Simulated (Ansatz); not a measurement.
Tl, DFT, LDA, PAW with Ansatz's default frozen-core files, scalar-relativistic (Ansatz 0.2.0), run on 1 thread of Arm Neoverse V2 on a shared host.

The cell is COD entry 9008555, as deposited and not checked against the literature; nothing was relaxed. The listed cell was then made from it by scaling, straining or moving an atom.

Command: `ansatz run input.yaml --threads 1 --pin off --max-ram 3072MiB --backend cpu --events-out ev --progress --plain --runs-dir out`

```yaml
crystal:
  lattice:
    - [-1.96041, 1.941, 1.941]
    - [1.941, -1.96041, 1.941]
    - [1.941, 1.941, -1.96041]
  atoms:
    - { symbol: Tl, position: [0.0, 0.0, 0.0] }
kpoints:
  mp_grid: { grid: [13, 13, 13] }
scf:
  occupations: { method: fermi_dirac, width: 0.05 }
hamiltonian:
  xc: lda
  pseudopotentials: { kind: paw }
output:
  forces: true
  stress: true
  eigenvalues: true
  efg: { contact_densities: true }
  write_density: true
  write_potential: true
  elf: true
  volumetric_format: npy
```

(1) How large is the problem that the program sets up?

(2) Estimate the wall time and the peak memory.

(3) And the same cell and mesh by all-electron PAW (datasets made for this crystal), asked for forces, stress, eigenvalues, efg, on the same hardware?

Results:

(1) 231 irreducible k-points, 579 plane waves at Γ, 11 bands.

(2) 5.3 s of wall time for 6 SCF iterations, with a peak of 0.39 GiB. Times on shared machines scatter by tens of per cent.

(3) 11 s, peak memory 0.41 GiB.
